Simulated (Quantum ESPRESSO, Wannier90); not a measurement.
MoP (P-6m2), plane waves to Wannier functions

```xyz
2
Lattice="3.2348 0.0000 0.0000 -1.6174 2.8014 0.0000 0.0000 0.0000 3.1823" Properties=species:S:1:pos:R:3 pbc="T T T"
Mo     0.0000     0.0000     0.0000
P      1.6174    -0.9338     1.5911
```

Cell from Materials Project (mp-219), symmetrised, no further relaxation. COD (Crystallography Open Database) has an entry of this formula and space group (matched by these alone). Computed values, not measurements, from PBEsol: Quantum ESPRESSO (norm-conserving PseudoDojo potentials, cutoff 64 Ry, spinors with spin-orbit coupling) on a Γ-centred 6×6×6 mesh, then Wannier90. Density: 12×12×10 mesh, cold smearing 0.01 Ry.

A tight-binding model is made by disentanglement and projection with no localisation steps (num_iter = 0), so the 26 orbitals stay atom-like: hydrogen-like Mo: s;p;d; P: s;p, axes along x, y, z; frozen window up to 1.50 eV relative to the Fermi level. It follows pw.x to 5.3 meV rms for states up to 1.0 eV relative to the Fermi level. Matrix elements depend on this choice of orbitals and windows.

Task: What are the on-site energies relative to the Fermi level, and how fast do the hoppings decay?

Result: 
```csv
atom,orbitals,energy (eV)
Mo1,s↑ s↓,5.24
Mo1,pz↑ pz↓,9.81
Mo1,px↑ px↓ py↑ py↓,10.00
Mo1,dz2↑ dz2↓,-0.54
Mo1,dxz↑ dxz↓ dyz↑ dyz↓ dx2-y2↑ dx2-y2↓ dxy↑ dxy↓,-0.36
P2,s↑ s↓,-6.71
P2,pz↑ pz↓,1.76
P2,px↑ px↓ py↑ py↓,0.67
```

```json
[
 {"distance of the centres (Å)": "2–3", "largest modulus (eV)": "1.9"},
 {"distance of the centres (Å)": "3–4", "largest modulus (eV)": "1.6"},
 {"distance of the centres (Å)": "4–5", "largest modulus (eV)": "0.50"},
 {"distance of the centres (Å)": "5–6", "largest modulus (eV)": "0.15"},
 {"distance of the centres (Å)": "6–7", "largest modulus (eV)": "0.15"},
 {"distance of the centres (Å)": "7–8", "largest modulus (eV)": "0.041"}
]
```
